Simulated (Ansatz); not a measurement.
A geometry of SnO away from equilibrium: step 20 of the relaxation of a generated cell, SnO placed in the AFLOW prototype AB_oI4_44_a_b (as in GaAs). Method: r2SCAN (plane waves to 500 eV, PAW, scalar-relativistic; Ansatz, an electronic-structure program). Γ-centred k-mesh 10×10×10 on the run's cell (coarser than for final values), Fermi–Dirac smearing 0.05 eV.

```yaml
crystal:
  lattice:
    - [-2.58858, 1.81891, 1.78521]
    - [2.58858, -1.81891, 1.78521]
    - [2.58858, 1.81891, -1.78521]
  atoms:
    - { symbol: O, position: [0.86142, 0.86142, 0.00000] }
    - { symbol: Sn, position: [0.71358, 0.21358, 0.50000] }
```

### Question
Which atoms carry the largest force, and which way does it point?

### Answer
0.01 eV/Å, on O1, Sn2 (atoms numbered as listed); on O1 its components are (0.00, 0.00, 0.01).

### Question
What is the pressure?

### Answer
+2.3 GPa, compression positive.

### Question
How much energy per atom can still be gained by relaxing?

### Answer
0.11 eV/atom; the path ends in Imm2 (No. 44).

No spin polarisation in the result. No dispersion correction is included, so spacings between layers, chains or molecules are soft and tend to come out too large.

The run could not lose the symmetry of its start: the end is stationary, and may be a saddle point rather than a minimum.

The end of the path is a generated cell of SnO: the first start was made by placing the elements on the sites of a structure type, and the end was not matched to a known phase here, so it may be hypothetical. Known forms of SnO include space group No. 129.
